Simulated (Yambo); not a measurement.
Yambo run on KBr (rock salt, space group Fm-3m, No. 225). The wavefunctions are norm-conserving PBEsol (Quantum ESPRESSO, 74 Ry, with spin-orbit coupling) ones on a 4×4×4 mesh (16 occupied bands); a = b = c = 4.6306 Å, α = β = γ = 60.00°.

Yambo input:

```
rim_cut
gw0
dyson
el_el_corr
HF_and_locXC
ppa
em1d
RandQpts= 1000000
RandGvec= 1 Ry
EXXRLvcs= 74 Ry
VXCRLvcs= 296 Ry
Chimod= "HARTREE"
% BndsRnXp
 1 | 196 |
%
NGsBlkXp= 7 Ry
% LongDrXp
 1.0 | 1.0 | 1.0 |
%
PPAPntXp= 27.2114 eV
% GbndRnge
 1 | 70 |
%
GTermKind= "BG"
DysSolver= "n"
ExtendOut
% QPkrange
 1 | 1 | 16 | 17 |
%
```

k points by index: 1 = Γ.

Table of the .qp output:

```
#    K-point    Band    Eo [eV]    E [eV]    E-Eo [eV]    Vxc [eV]    Vnlxc [eV]    Sc|Eo [eV]    Sc|E [eV]    dSc/dw|Eo [eV]    Re(Z)    Im(Z)
#
    1    16    0.000000    -1.805550    -1.805550    -12.62647    -16.44013    1.640006    2.008109    -5.547306    0.830660    -0.001274
    1    17    4.176438    4.944603    0.768165    -6.957447    -3.220887    -2.857659    -2.968395    -3.922221    0.874019    -0.947200E-3
```
(The two width columns are left out.) Convergence of these settings isn't established.

Geometry relaxed with PBEsol.
